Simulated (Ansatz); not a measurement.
ZrO2:
```cif
data_O4Zr2
_chemical_formula_sum 'Zr2 O4'
_space_group_name_H-M_alt 'P 1'
_space_group_IT_number 1
_cell_length_a 3.58447
_cell_length_b 3.58447
_cell_length_c 5.17879
_cell_angle_alpha 90.000
_cell_angle_beta 90.000
_cell_angle_gamma 90.000
loop_
_space_group_symop_operation_xyz
  'x, y, z'
loop_
_atom_site_label
_atom_site_type_symbol
_atom_site_fract_x
_atom_site_fract_y
_atom_site_fract_z
_atom_site_occupancy
Zr1 Zr 0.00000 0.00000 0.00000 1
Zr2 Zr 0.50000 0.50000 0.50000 1
O1 O 0.00000 0.50000 0.29885 1
O2 O 0.00000 0.50000 0.79885 1
O3 O 0.50000 0.00000 0.20115 1
O4 O 0.50000 0.00000 0.70115 1
```

Relaxed with the program Ansatz at the PBEsol level (PAW). Indices refer to the conventional cell of P4_2/nmc, a = b = 3.584 Å, c = 5.179 Å, α = β = γ = 90.00°.

Question: Simulate the powder diffraction pattern (neutron, λ = 1.5401 Å; lines above 1 %) up to 2θ = 90°.

Answer: Simulated powder pattern, neutron, λ = 1.5401 Å (kinematic, ideal powder, no thermal factors, coherent scattering alone; the 30 strongest lines at most, above 1 %, up to 2θ = 90°):

| 2θ (°) | d (Å) | I/Imax (%) | hkl |
|---|---|---|---|
| 30.29 | 2.947 | 46 | (101) |
| 35.37 | 2.535 | 6.6 | (110) |
| 43.04 | 2.099 | 21 | (102) |
| 50.32 | 1.811 | 100 | (112) |
| 50.89 | 1.792 | 62 | (200) |
| 59.35 | 1.555 | 14 | (103) |
| 60.38 | 1.531 | 28 | (211) |
| 63.01 | 1.474 | 1.4 | (202) |
| 68.80 | 1.363 | 20 | (212) |
| 72.99 | 1.295 | 6.4 | (004) |
| 74.84 | 1.267 | 35 | (220) |
| 78.45 | 1.218 | 23 | (104) |
| 81.92 | 1.175 | 19 | (213) |
| 82.82 | 1.164 | 9.2 | (301) |
| 83.81 | 1.153 | 1.9 | (114) |
| 85.59 | 1.134 | 3.4 | (310) |

This is a known high-temperature phase of the composition, computed here at zero pressure and temperature. The PBEsol relaxation kept the symmetry of its start; whether a distortion lowers the energy is not shown. No spin polarisation was allowed.

Potentials: the earlier of the program's two PAW sets. The files were generated under PBE; for other functionals the program regenerates the frozen cores, and for LDA and PBEsol the local potential too.
